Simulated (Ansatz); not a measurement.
Values for one crystal, relaxed and computed with PBE in the plane-wave PAW code Ansatz; other levels are named.

```yaml
volume_per_atom: 11.76 Å³
band_gap: 1.25 eV (indirect)
Elastic constants (relaxed ions, GPa): C11 = 339, C12 = 73.3, C44 = 185
conduction_band_minimum: on the Γ–X line, 83 % of the way from Γ (6 equivalent valleys)
Static dielectric constant ε0 (ions relaxed, cell fixed): 9.26
zone_centre_stability: no imaginary mode at Γ
Electronic dielectric constant ε∞ (DFPT): 9.16
```

Problem. Which of these materials gives this?
A) SiO2, CdI2 type
B) PbF2, fluorite
C) KTaO3, cubic perovskite
D) BP, zinc blende

Solution. D, BP, zinc blende

Space group F-43m (zinc blende). The cell was relaxed with PBE under the symmetry of its start. The volume moved by 18 % from the start of the relaxation.

Potentials: the later of the program's two PAW sets.
